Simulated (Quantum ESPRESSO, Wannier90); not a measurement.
## GaP (wurtzite), plane waves to Wannier functions

```xyz
4
Lattice="3.8417 0.0000 0.0000 -1.9209 3.3270 0.0000 0.0000 0.0000 6.3329" Properties=species:S:1:pos:R:3 pbc="T T T"
Ga    -1.9209     1.1090    -3.1661
Ga     1.9209    -1.1090     0.0003
P     -1.9209     1.1090    -0.7983
P      1.9209    -1.1090     2.3682
```

Structure: Materials Project mp-8882, symmetrised, not relaxed again. Not found in the COD (Crystallography Open Database) copy used, which has the formula in other groups; not checked further. Level: LDA, no spin polarisation, no spin-orbit coupling; pw.x of Quantum ESPRESSO at 64 Ry with PseudoDojo potentials, 12×12×6 k-points, Wannier90. Density: 12×12×6 mesh, cold smearing 0.01 Ry.

Bands 13-18 form an isolated set from -7.01 to 0.00 eV relative to the valence-band maximum (on the path) and are turned into 6 Wannier functions by minimising the spread from the start: atomic waves P 3p.

Task: Where do the functions sit, how wide are they and what are they made of?

Result: 
```json
[
 {"functions": "6", "spread (Å²)": "3.51", "nearest atom, distance (Å)": "P 0.42", "second atom, distance (Å)": "Ga 2.01", "weight on atomic waves": "P 3p 59 %, Ga 4p 23 %, Ga 4s 12 %"}
]
```

Ω_I = 19.85 Å², Ω_total = 21.05 Å²; the interpolated bands follow pw.x to 2.6 meV rms on the path. Only this start was tried; a symmetric start can stop on a saddle, and mixtures of these functions could lower the total by at most Ω_total − Ω_I.
